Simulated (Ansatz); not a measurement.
KBr (rock salt)

```xyz
2
Lattice="0.0000 3.3526 3.3526 3.3526 0.0000 3.3526 3.3526 3.3526 0.0000" Properties=species:S:1:pos:R:3 pbc="T T T"
Br     0.0000     0.0000     0.0000
K      3.3526     3.3526     3.3526
```

This relaxed cell (volume V₀) is scaled evenly in all directions, its shape held. Symmetry pins the atoms to their sites.

Computed with PBE (plane waves to 420 eV, PAW, scalar-relativistic; Ansatz, a first-principles code). k mesh 9×9×9 (Γ-centred), Fermi-Dirac smearing 0.05 eV. The energy includes the smearing's −TS. Compression counts positive. KBr was relaxed with its symmetry unable to fall. ΔE is measured from the relaxed starting cell.

```
V (Å³/atom)  ΔE (meV/atom)
-----------  -------------
33.915                19.5
34.669                11.9
35.422                 6.5
36.176                 2.8
36.930                 0.7
37.683                 0.0
38.437                 0.6
39.191                 2.3
39.944                 5.1
40.698                 8.7
41.452            withheld
```

Question: Fit a third-order Birch-Murnaghan form (E₀, V₀, B₀, B₀′ free) to the given rows and predict ΔE at V = 41.452.

Answer: Least squares on the 10 given rows: ΔE = E₀ + (9V₀B₀/16)·y²·[2 + (B₀′ − 4)y], y = (V₀/V)^(2/3) − 1, with V₀ = 37.692 Å³/atom, B₀ = 13.46 GPa (160.2 GPa = 1 eV/Å³; the term in eV is multiplied by 1000), B₀′ = 4.74, E₀ = 0.01 meV/atom; root-mean-square residual 0.03 meV/atom. At 41.452 the fit gives 13.1 meV/atom; the calculation gives 13.1 meV/atom, the same to the digits shown. For the pressure the fit gives -1.02 GPa against the computed -1.02 GPa.

(A scan under strain: stresses follow from slopes of the energy per volume, elastic moduli from its curvatures.)
